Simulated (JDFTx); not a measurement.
An input for a modified build of JDFTx (W(110), CANDLE, water, 1 M NaF; bohr, hartree) and the course of its log:

```
lattice \
  5.9910365274 2.9955182637 0.0000000000 \
  0.0000000000 4.2363025539 0.0000000000 \
  0.0000000000 0.0000000000 51.4005505898
coords-type Lattice
ion W 0.5000000000 0.0000000000 -0.2060436370 0
ion W 0.0000000000 0.0000000000 -0.1236261820 0
ion W 0.5000000000 0.0000000000 -0.0412087270 0
ion W 0.0000000000 0.0000000000 0.0412087270 0
ion W 0.5000000000 0.0000000000 0.1236261820 0
ion W 0.0000000000 0.0000000000 0.2060436370 0
ion-species pseudo/w_pbe_v1.2.upf
elec-cutoff 20 100
elec-ex-corr gga-PBE
coulomb-interaction Slab 001
coulomb-truncation-embed 0 0 0
kpoint-folding 10 10 1
elec-smearing Fermi 0.01
elec-n-bands 55
electronic-scf nIterations 100 energyDiffThreshold 1e-08
fluid LinearPCM
pcm-variant CANDLE
fluid-solvent H2O
fluid-cation Na+ 1
fluid-anion F- 1
fluid-minimize nIterations 400 knormThreshold 1e-11
wavefunction read vac.wfns
elec-initial-eigenvals vac.eigenvals
dump-name f0.$VAR
dump End State Ecomponents EigStats BandEigs Forces ElecDensity IonicPositions Fillings Kpoints Dtot FluidDebug BoundCharge FluidDensity
```

```
[one cycle in 5 is shown, and the last three; fluid-solver lines are left out]
	FillingsUpdate:  mu: -0.170910631  nElectrons: 84.000000
SCF: Cycle:  0   F: -412.226283417222533   dF: +4.606e-05   |Residual|: 1.269e-03   |deigs|: 6.146e-06
	FillingsUpdate:  mu: -0.167348712  nElectrons: 84.000000
SCF: Cycle:  5   F: -412.226373358853550   dF: -1.410e-06   |Residual|: 2.156e-04   |deigs|: 3.666e-04
	FillingsUpdate:  mu: -0.166817064  nElectrons: 84.000000
SCF: Cycle: 10   F: -412.226372830152343   dF: +6.006e-07   |Residual|: 1.391e-04   |deigs|: 9.329e-05
	FillingsUpdate:  mu: -0.166772048  nElectrons: 84.000000
SCF: Cycle: 15   F: -412.226374294294430   dF: -3.969e-08   |Residual|: 4.041e-05   |deigs|: 6.346e-05
	FillingsUpdate:  mu: -0.166753131  nElectrons: 84.000000
SCF: Cycle: 20   F: -412.226374340785583   dF: -6.073e-08   |Residual|: 2.038e-05   |deigs|: 4.353e-05
	FillingsUpdate:  mu: -0.166729782  nElectrons: 84.000000
SCF: Cycle: 25   F: -412.226374337422158   dF: +3.237e-08   |Residual|: 2.101e-05   |deigs|: 1.596e-05
	FillingsUpdate:  mu: -0.166730498  nElectrons: 84.000000
SCF: Cycle: 30   F: -412.226374171971713   dF: +1.943e-07   |Residual|: 5.041e-05   |deigs|: 2.156e-05
	FillingsUpdate:  mu: -0.166750719  nElectrons: 84.000000
SCF: Cycle: 35   F: -412.226374358870373   dF: -4.581e-08   |Residual|: 1.437e-05   |deigs|: 3.729e-05
	FillingsUpdate:  mu: -0.166774788  nElectrons: 84.000000
SCF: Cycle: 40   F: -412.226374191662387   dF: +1.732e-07   |Residual|: 4.712e-05   |deigs|: 5.176e-05
	FillingsUpdate:  mu: -0.166725348  nElectrons: 84.000000
SCF: Cycle: 45   F: -412.226374349085233   dF: +1.548e-08   |Residual|: 1.742e-05   |deigs|: 2.360e-05
	FillingsUpdate:  mu: -0.166704952  nElectrons: 84.000000
SCF: Cycle: 50   F: -412.226373969792178   dF: +3.969e-07   |Residual|: 7.458e-05   |deigs|: 5.360e-05
	FillingsUpdate:  mu: -0.166748386  nElectrons: 84.000000
SCF: Cycle: 55   F: -412.226374361561113   dF: -1.143e-07   |Residual|: 1.293e-05   |deigs|: 2.971e-05
	FillingsUpdate:  mu: -0.166727438  nElectrons: 84.000000
SCF: Cycle: 60   F: -412.226374344767521   dF: +1.307e-08   |Residual|: 2.028e-05   |deigs|: 2.541e-05
	FillingsUpdate:  mu: -0.166740062  nElectrons: 84.000000
SCF: Cycle: 65   F: -412.226374371761040   dF: -2.590e-08   |Residual|: 9.139e-06   |deigs|: 1.415e-05
	FillingsUpdate:  mu: -0.166744530  nElectrons: 84.000000
SCF: Cycle: 70   F: -412.226374368855545   dF: -1.224e-07   |Residual|: 9.362e-06   |deigs|: 3.449e-05
	FillingsUpdate:  mu: -0.166725763  nElectrons: 84.000000
SCF: Cycle: 75   F: -412.226374337270954   dF: +1.786e-08   |Residual|: 2.197e-05   |deigs|: 2.760e-05
	FillingsUpdate:  mu: -0.166749205  nElectrons: 84.000000
SCF: Cycle: 80   F: -412.226374357593556   dF: -3.984e-08   |Residual|: 1.531e-05   |deigs|: 3.954e-05
	FillingsUpdate:  mu: -0.166771142  nElectrons: 84.000000
SCF: Cycle: 85   F: -412.226374231649800   dF: +1.264e-07   |Residual|: 4.037e-05   |deigs|: 5.058e-05
	FillingsUpdate:  mu: -0.166752346  nElectrons: 84.000000
SCF: Cycle: 90   F: -412.226374349391278   dF: -1.996e-08   |Residual|: 1.830e-05   |deigs|: 3.569e-05
	FillingsUpdate:  mu: -0.166715633  nElectrons: 84.000000
SCF: Cycle: 95   F: -412.226374323251775   dF: +4.375e-08   |Residual|: 2.264e-05   |deigs|: 2.400e-05
	FillingsUpdate:  mu: -0.166723692  nElectrons: 84.000000
SCF: Cycle: 97   F: -412.226374334737216   dF: +2.376e-08   |Residual|: 2.316e-05   |deigs|: 2.886e-05
	FillingsUpdate:  mu: -0.166750690  nElectrons: 84.000000
SCF: Cycle: 98   F: -412.226374358510498   dF: -2.377e-08   |Residual|: 1.489e-05   |deigs|: 3.018e-05
	FillingsUpdate:  mu: -0.166726465  nElectrons: 84.000000
SCF: Cycle: 99   F: -412.226374349308628   dF: +9.202e-09   |Residual|: 1.993e-05   |deigs|: 2.704e-05
SCF: None of the convergence criteria satisfied after 100 iterations.
IonicMinimize: Iter:   0  F: -412.226374349308628  |grad|_K:  0.000e+00
IonicMinimize: Converged (|grad|_K<1.000000e-04).
```

This run gave no converged result. The loop ran out of cycles short of its threshold. It has stalled and not diverged: the last ten energies span 4e-07 Ha, so the total is near its end, but levels, forces and charges aren't shown converged.
